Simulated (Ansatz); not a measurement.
Stability checks on a candidate for Sr2I

It was reached by relaxing an invented guess, and it needn't be the stable form of this composition.

Theory: DFT PBE, scalar-relativistic, plane waves, PAW in Ansatz. Cutoff 420 eV, Γ-centred 12×12×6 mesh (3-atom cell), Gaussian smearing of 0.10 eV, no spin polarisation.

```cif
data_structure
_symmetry_space_group_name_H-M 'P 1'
_symmetry_Int_Tables_number 1
_cell_length_a 4.3350
_cell_length_b 4.3350
_cell_length_c 8.4472
_cell_angle_alpha 90.000
_cell_angle_beta 90.000
_cell_angle_gamma 120.000
_cell_volume 137.47
loop_
_atom_site_label
_atom_site_type_symbol
_atom_site_fract_x
_atom_site_fract_y
_atom_site_fract_z
_atom_site_occupancy
Sr1 Sr 0.33333 0.66667 0.80136 1
Sr2 Sr 0.66667 0.33333 0.19864 1
I1 I 0.00000 0.00000 0.50000 1
```

Energies over the elements count from the elements' standard structures at the same level, with no fitted energy shifts.

Q: These tests were run: energy against the elements; phonons on a 2×2×1 q mesh. What do they show?

A:

```csv
test,result
energy against the elements,−0.78 eV/atom
phonons on a 2×2×1 q mesh,no imaginary mode on the mesh
```

It fails none of these tests. Whether a mixture of other phases lies lower isn't tested here.

These runs have no spin–orbit coupling, which can matter for I. An odd number of electrons in the primitive cell allows no gap without spin; a larger cell or a magnetic state could open one. The cell is a metal run without spin; a magnetic state may lie lower. The reference form of I is held partly by dispersion forces, which this level lacks. The run for the phonons used a 12×12×6 k mesh and Fermi–Dirac smearing of 0.15 eV.
